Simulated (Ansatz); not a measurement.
# A trial form of CaCdC2N2

Method: DFT PBE, scalar-relativistic, plane waves, PAW (Ansatz 0.2.0). Cutoff 420 eV, Gaussian smearing, Γ-centred meshes. Cell and atoms relax first on a coarse mesh and then on a converged one. In between, the cell is made exact in the group found at 0.06 Å. The steps can't lower the symmetry of their start. No spin polarisation in the relaxation; trial moments died out in a coarse test.

A trial structure of CaCdC2N2 was built thus: packed cyanide-bridged chains (P-1, No. 2). Its size is a rough estimate.

```
Ca Cd C N
1.0
     4.01970    0.00000    0.00000
     1.78941    4.37011    0.00000
     0.44915    2.21836    8.51433
Ca Cd C N
1 1 2 2
Direct
  0.50000 0.00000 0.50000
  0.00000 0.00000 0.00000
  0.18593 0.62814 0.18593
  0.81407 0.37186 0.81407
  0.29465 0.41070 0.29465
  0.70535 0.58930 0.70535
```

The zero of energy is the elements' standard structures at the same level (N₂ as a molecule); no fitted shifts are applied.

Problem. Where does the relaxation end?

Solution. The symmetry stays P-1 (No. 2). The volume per atom grows by 14.9 %, from 24.9 to 28.7 Å³. The shortest distance goes from 1.17 Å (C–N) to 1.18 Å (C–N). The energy falls by about 0.53 eV/atom (the start's value is from the coarse mesh). The end is written in a standard setting, so origin, axes and order of atoms can differ from the start's. Conventional cell: a = 3.882 Å, b = 4.848 Å, c = 10.219 Å, α = 101.6°, β = 90.9°, γ = 113.4°. Ca has 4 N at 2.50 Å and 2 C at 2.60 Å; Cd has 2 Cd at 3.88 Å, 2 C at 4.09 Å and 4 N at 4.36–4.57 Å; C has 1 N at 1.18 Å, 1 Ca at 2.60 Å, 2 C at 3.12 Å, 2 Ca at 3.14–3.15 Å, 2 N at 3.39–3.40 Å, 2 N at 3.80–3.81 Å, 2 C at 3.88 Å, 3 N at 3.98–4.07 Å and 1 Cd at 4.09 Å; N is surrounded by 1 C at 1.18 Å, 2 Ca at 2.50 Å, 1 N at 3.16 Å, 2 C at 3.39–3.40 Å, 1 Ca at 3.69 Å, 2 C at 3.80–3.81 Å, 4 N at 3.88–4.02 Å, 3 C at 3.98–4.07 Å and 2 Cd at 4.36–4.57 Å.

```cif
data_structure
_symmetry_space_group_name_H-M 'P 1'
_symmetry_Int_Tables_number 1
_cell_length_a 3.8818
_cell_length_b 4.8479
_cell_length_c 10.2187
_cell_angle_alpha 101.644
_cell_angle_beta 90.870
_cell_angle_gamma 113.368
_cell_volume 171.92
loop_
_atom_site_label
_atom_site_type_symbol
_atom_site_fract_x
_atom_site_fract_y
_atom_site_fract_z
_atom_site_occupancy
Ca1 Ca 0.00000 0.50000 0.50000 1
Cd1 Cd 0.00000 0.00000 0.00000 1
C1 C 0.70591 0.92083 0.37739 1
C2 C 0.29409 0.07917 0.62261 1
N1 N 0.57168 0.65518 0.37553 1
N2 N 0.42832 0.34482 0.62447 1
```

Problem. Give its energy and gap.

Solution.

* Energy over the elements: −0.079 eV/atom
* Gap on the 8×6×4 mesh of the 6-atom cell: 1.78 eV

Whether it is stable depends on the other phases of the system, which aren't compared here.

The last run used Gaussian smearing of 0.02 eV. No dispersion correction is applied, so the spacing and binding between layers, chains or molecules are poorly described. Kohn–Sham gaps at this level usually fall short of measured ones. The reference form of C is held partly by dispersion forces, which this level lacks. A structure relaxed within its symmetry needn't be a true minimum.
